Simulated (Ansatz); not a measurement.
ScPd:
```cif
data_PdSc
_chemical_formula_sum 'Sc1 Pd1'
_space_group_name_H-M_alt 'P 1'
_space_group_IT_number 1
_cell_length_a 3.29523
_cell_length_b 3.29523
_cell_length_c 3.29523
_cell_angle_alpha 90.000
_cell_angle_beta 90.000
_cell_angle_gamma 90.000
loop_
_space_group_symop_operation_xyz
  'x, y, z'
loop_
_atom_site_label
_atom_site_type_symbol
_atom_site_fract_x
_atom_site_fract_y
_atom_site_fract_z
_atom_site_occupancy
Sc1 Sc 0.50000 0.50000 0.50000 1
Pd1 Pd 0.00000 0.00000 0.00000 1
```

Relaxed with r²SCAN.

Problem. Which orbitals make up the states near the Fermi level in the program Ansatz at the r²SCAN level (PAW)?

Solution. Within 0.5 eV of the Fermi level: Sc 3d 60 %, Pd 4d 14 %, Sc 4s 6 %, outside the projected shells 20 %. Projections are on Löwdin-orthogonalised atomic valence shells; empty p or d shells of many metals are not among them.

Problem. Tabulate the density of states.

Solution. States/eV per cell of 2 atoms, in 0.25 eV bins, energy from the Fermi level.

```csv
E (eV),total,Pd 4d,Sc 3d,Sc 4s
-7.25,0.00,0.00,0.00,0.00
-7.00,0.05,0.00,0.00,0.04
-6.75,0.10,0.00,0.00,0.09
-6.50,0.14,0.00,0.00,0.13
-6.25,0.18,0.00,0.00,0.16
-6.00,0.23,0.01,0.00,0.19
-5.75,0.28,0.02,0.01,0.23
-5.50,0.36,0.04,0.02,0.26
-5.25,0.48,0.10,0.03,0.30
-5.00,1.18,0.58,0.13,0.39
-4.75,3.61,2.49,0.52,0.40
-4.50,4.68,3.77,0.52,0.28
-4.25,4.25,3.66,0.43,0.10
-4.00,4.99,4.35,0.48,0.06
-3.75,5.90,5.24,0.54,0.05
-3.50,5.21,4.70,0.40,0.04
-3.25,5.36,4.79,0.34,0.15
-3.00,3.82,3.30,0.25,0.19
-2.75,1.54,1.08,0.19,0.20
-2.50,1.22,0.78,0.18,0.20
-2.25,1.12,0.68,0.17,0.20
-2.00,0.59,0.17,0.18,0.18
-1.75,0.62,0.16,0.22,0.16
-1.50,0.70,0.18,0.28,0.13
-1.25,0.84,0.21,0.41,0.08
-1.00,0.49,0.11,0.27,0.02
-0.75,1.29,0.29,0.59,0.07
-0.50,1.04,0.17,0.56,0.08
-0.25,1.10,0.17,0.61,0.08
0.00,1.24,0.18,0.71,0.09
0.25,1.57,0.19,0.97,0.10
0.50,1.82,0.20,1.30,0.05
0.75,2.34,0.23,1.78,0.02
1.00,4.00,0.39,3.19,0.01
1.25,2.02,0.22,1.63,0.00
1.50,2.92,0.12,2.45,0.07
1.75,2.44,0.12,2.18,0.04
2.00,2.33,0.09,2.10,0.04
2.25,2.05,0.09,1.81,0.06
2.50,1.57,0.09,1.32,0.06
2.75,1.87,0.12,1.59,0.07
3.00,5.25,0.33,4.71,0.08
3.25,2.52,0.17,2.13,0.08
3.50,0.93,0.04,0.71,0.06
3.75,0.60,0.02,0.41,0.06
4.00,0.57,0.02,0.32,0.07
4.25,1.58,0.02,0.85,0.33
4.50,1.20,0.02,0.51,0.18
4.75,0.96,0.01,0.32,0.12
```

Space group Pm-3m (CsCl type). The first step of the workflow began from a Materials Project structure, measured or hypothetical; the Crystallography Open Database files this formula in space group No. 221, but the cells were not matched. Its standing as an ambient phase is unchecked. Symmetry was held in the r²SCAN relaxation; its stability against distortions is not shown here. The run is not spin-polarised. Scalar-relativistic: spin–orbit coupling is off unless named, which matters more the heavier the elements.

Potentials: the later of the program's two PAW sets.
